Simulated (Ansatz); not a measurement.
**CoPdO$_{2}$: from a starting cell to a relaxed one**

The start is a relaxed CoPdO2 cell, doubled along one cell vector, shaken by Gaussian noise of σ = 0.08 Å a coordinate. The cell and all atomic positions are relaxed at zero pressure with PBEsol (plane waves to 420 eV, PAW, scalar-relativistic; Ansatz, a program for electronic structure). The first steps use a coarse 6×3×9 k-mesh.

Initial structure:
```
CELL_PARAMETERS angstrom
      3.94714     0.00000     0.00000
      0.00000     7.89428     0.00000
      0.00000     0.00000     2.69799
ATOMIC_POSITIONS crystal
  Co 0.51354 0.24858 0.47552
  Co 0.50964 0.76155 0.52406
  Pd 0.98271 0.00197 0.97626
  Pd 0.02365 0.49717 0.01009
  O  0.01519 0.25257 0.06235
  O  0.01695 0.76400 0.03721
  O  0.48660 0.98981 0.04263
  O  0.48893 0.49680 0.96895
```
Spin-polarised start, with parallel moments on Co.

Task: How much energy is released per atom?

Result: 0.43 eV/atom.

Task: Does it find its way back to the structure it was made from?

Result: It does not go back: it reaches P1 (No. 1), 0.41 eV/atom below the parent.

Task: How do the shortest distances between atoms change?

Result: The closest pairs of elements (up to four, under 3.6 Å), start → end: Co–O 2.22 → 1.81 Å; O–Pd 1.84 → 1.97 Å; O–O 2.57 → 2.36 Å; Co–Pd 2.93 → 2.41 Å.

Task: Write out the relaxed structure.

Result: 
```xyz
8
Lattice="2.7910 0.0000 0.0000 0.3209 3.8028 0.0000 0.3337 1.5042 8.7639" Properties=species:S:1:pos:R:3 pbc="T T T"
Co     1.7855     2.5842     2.4799
Co     2.0513     3.7915     7.2376
Pd     3.0647     3.4590     0.6356
Pd     3.1770     4.3724     4.2433
O      2.0693     0.6828     2.2963
O      0.6510     4.3188     6.2139
O      0.6570     3.2326     8.3137
O      0.3695     2.4668     3.7442
```

Final values are on a 12×9×4 k-mesh of the relaxed cell. Spin state reached: ferromagnetic (net 0.21 μB/atom), from parallel starting moments; other spin orders were not run from this start. No Hubbard U is applied. A magnetic insulating state can be missed without it.

The relaxed structure here is a generated cell of CoPdO2: the first start was made by placing the elements on the sites of a structure type, and the end was not matched to a known phase here, so it may be hypothetical.
